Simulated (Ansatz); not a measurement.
**Data sheet: AgRhO$_{2}$ (DFT)**

AgRhO$_{2}$:
```
CELL_PARAMETERS angstrom
      1.52675     0.88147     6.19183
     -1.52675     0.88147     6.19183
      0.00000    -1.76293     6.19183
ATOMIC_POSITIONS crystal
  Ag 0.00000 0.00000 0.00000
  Rh 0.50000 0.50000 0.50000
  O  0.88723 0.88723 0.88723
  O  0.11277 0.11277 0.11277
```

Space group R-3m (No. 166); conventional cell a = b = 3.053 Å, c = 18.575 Å, α = β = 90.00°, γ = 120.00°.

Method: plane-wave PAW PBEsol (Ansatz code). The cell and atoms are relaxed at this level. Other levels are named where they apply.

Cell and energy:

```json
{
  "volume_per_atom": "12.50 Å³",
  "density": "8.06 g/cm³",
  "Formation energy from the elements (no fitted shifts)": "-0.55 eV/atom"
}
```

Electronic structure:

```json
{
  "band_gap": "0.41 eV (indirect)",
  "valence_band_maximum": "off the standard path, at k = (-0.010, 0.354, -0.370) in fractions of the reciprocal vectors",
  "conduction_band_minimum": "off the standard path, at k = (0.091, 0.411, 0.411) in fractions of the reciprocal vectors",
  "smallest_direct_gap_on_the_standard_path": "0.68 eV",
  "electron_effective_mass": "0.28, 0.45, 0.71 mₑ (principal values)",
  "hole_effective_mass": "1.4, 1.4, 9.6 mₑ (principal values)",
  "HSE06 gap on the PBEsol cell": "2.12 eV",
  "Gap with spin–orbit coupling": "0.42 eV (the band order may be inverted)"
}
```

Mechanics:

```json
{
 "Bulk modulus (Birch–Murnaghan fit)": "162 GPa",
 "Pressure derivative B′": "4.3",
 "Elastic constants (relaxed ions, GPa)": "C11 = 232, C12 = 104, C13 = 132, C14 = -5.4, C33 = 324, C44 = 19.4",
 "mechanical_stability": "stable (all eigenvalues of C positive)",
 "hill_bulk_and_shear_moduli": "166 and 40.7 GPa",
 "Young's modulus": "113 GPa",
 "Poisson's ratio": "0.39",
 "debye_temperature_from_the_elastic_constants": "326 K"
}
```

Dielectric response:

```json
{
  "Electronic dielectric constant ε∞ (DFPT)": "13.8 (xx = yy), 15.7 (zz)",
  "Born charges (a third of the trace)": "Ag +1.11, Rh +2.52, O -1.82 e"
}
```

Charges:

```json
{
  "bader_charges": "Ag +0.45, Rh +1.29, O -0.87 e"
}
```

The workflow started from a Materials Project entry (that database holds measured and hypothetical structures alike); the Crystallography Open Database copy checked does not list it. Its standing as an ambient phase is unchecked. The PBEsol relaxation kept the symmetry of its start; whether a distortion lowers the energy is not shown. The run is not spin-polarised. The references are the lowest solids computed at this level, not always the standard phases (solids in place of the gases). Spin–orbit coupling is left out wherever it is not named.

Potentials: the later of the program's two PAW sets.
